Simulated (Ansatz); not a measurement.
Relaxed-ion elastic tensor of CaO (rock salt, space group No. 225) in GPa (Voigt order), LDA (plane waves, PAW; program Ansatz); density 3.57 g/cm³, 13.04 Å³ per atom.

|  | 1 | 2 | 3 | 4 | 5 | 6 |
|---|---|---|---|---|---|---|
| 1 | 260 | 63.0 | 63.0 | 0.0 | 0.0 | 0.0 |
| 2 | 63.0 | 260 | 63.0 | 0.0 | 0.0 | 0.0 |
| 3 | 63.0 | 63.0 | 260 | 0.0 | 0.0 | 0.0 |
| 4 | 0.0 | 0.0 | 0.0 | 80.0 | 0.0 | 0.0 |
| 5 | 0.0 | 0.0 | 0.0 | 0.0 | 80.0 | 0.0 |
| 6 | 0.0 | 0.0 | 0.0 | 0.0 | 0.0 | 80.0 |

Q: Is the crystal mechanically stable?

A: Yes: the smallest eigenvalue of C is 80.0 GPa.

Q: Work out the Voigt, Reuss and Hill averages.

A: K_V = 129, K_R = 129, K_H = 129; G_V = 87.4, G_R = 86.5, G_H = 87.0 GPa.

Q: Give Young's modulus, Poisson's ratio, Pugh's ratio and the universal anisotropy index.

A: E = 9KG/(3K + G) = 213 GPa; ν = 0.22; K/G = 1.48 (brittle by the Pugh limit of 1.75); A_U = 5G_V/G_R + K_V/K_R − 6 = 0.05.

Q: Estimate the sound speeds and the Debye temperature.

A: v_l = √((K + 4G/3)/ρ) = 8280 m/s, v_t = √(G/ρ) = 4940 m/s, mean 5460 m/s; Θ = (h/k)(3n/4πV)^(1/3) v_m = 691 K.

Q: Give the Zener ratio and Young's modulus along [100], [110] and [111].

A: A = 2C44/(C11 − C12) = 0.81; 1/E = S11 − 2(S11 − S12 − S44/2)Γ with Γ = 0, 1/4, 1/3 gives 236, 207, 199 GPa.

Q: Solve the Christoffel equation for the three sound speeds along [100], [110], [111].

A: Eigenvalues of C_ijkl n_j n_l equal ρv². In km/s, slowest first: [100] 4.73, 4.73, 8.54; [110] 4.73, 5.26, 8.23; [111] 5.09, 5.09, 8.12.

Space group Fm-3m (rock salt). The LDA relaxation kept the symmetry of its start; phonons on a q-mesh show no instability.

Potentials: the later of the program's two PAW sets.
